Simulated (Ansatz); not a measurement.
Input:

B:
```yaml
crystal:
  lattice:
    - [4.14527, 0.00000, 0.00000]
    - [0.00000, 4.14527, 0.00000]
    - [0.00000, 0.00000, 4.14527]
  atoms:
    - { symbol: B, position: [0.19489, 0.50000, 0.50000] }
    - { symbol: B, position: [0.80511, 0.50000, 0.50000] }
    - { symbol: B, position: [0.50000, 0.19489, 0.50000] }
    - { symbol: B, position: [0.50000, 0.80511, 0.50000] }
    - { symbol: B, position: [0.50000, 0.50000, 0.19489] }
    - { symbol: B, position: [0.50000, 0.50000, 0.80511] }
```

This is the r²SCAN-relaxed structure.

Problem. All from plane-wave PAW r²SCAN (Ansatz code), unless another level is named. Give the electronic character.

Solution. metallic (no gap).

Problem. Next, the density of states at the Fermi level?

Solution. 0.60 states/eV per atom (mean over ±0.08 eV).

Space group Pm-3m. The start of the workflow was typed in or built on a structure type; neither database checked (COD, Materials Project) lists it. It is not the phase usual at ambient conditions (space group No. 166). Symmetry was held in the r²SCAN relaxation; its stability against distortions is not shown here.

Potentials: the earlier of the program's two PAW sets.
